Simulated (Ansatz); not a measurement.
InCo₃SnS₂:
```
InCo3SnS2
1.0
    2.60863     1.50609     4.46333
   -2.60863     1.50609     4.46333
    0.00000    -3.01218     4.46333
In Co Sn S
1 3 1 2
Direct
  0.50000   0.50000   0.50000
  0.00000   0.50000   0.50000
  0.50000   0.00000   0.50000
  0.50000   0.50000   0.00000
  0.00000   0.00000   0.00000
  0.22019   0.22019   0.22019
  0.77981   0.77981   0.77981
```

Relaxed with PBEsol.

Give the Bader charges and basin volumes of the independent atoms, PBEsol (plane waves, PAW; program Ansatz).



| atom | Bader charge (e) | Bader volume (Å³) |
|---|---|---|
| In1 | +0.70 | 17.1 |
| Co2 | +0.01 | 11.6 |
| Sn5 | +0.65 | 17.9 |
| S6 | -0.69 | 17.8 |

Space group R-3m. The first step of the workflow began from a Materials Project structure, measured or hypothetical; the Crystallography Open Database copy checked does not list it. Its standing as an ambient phase is unchecked. Symmetry was held in the PBEsol relaxation; its stability against distortions is not shown here. No spin polarisation was allowed. Spin–orbit coupling is left out wherever it is not named.

Potentials: the later of the program's two PAW sets.
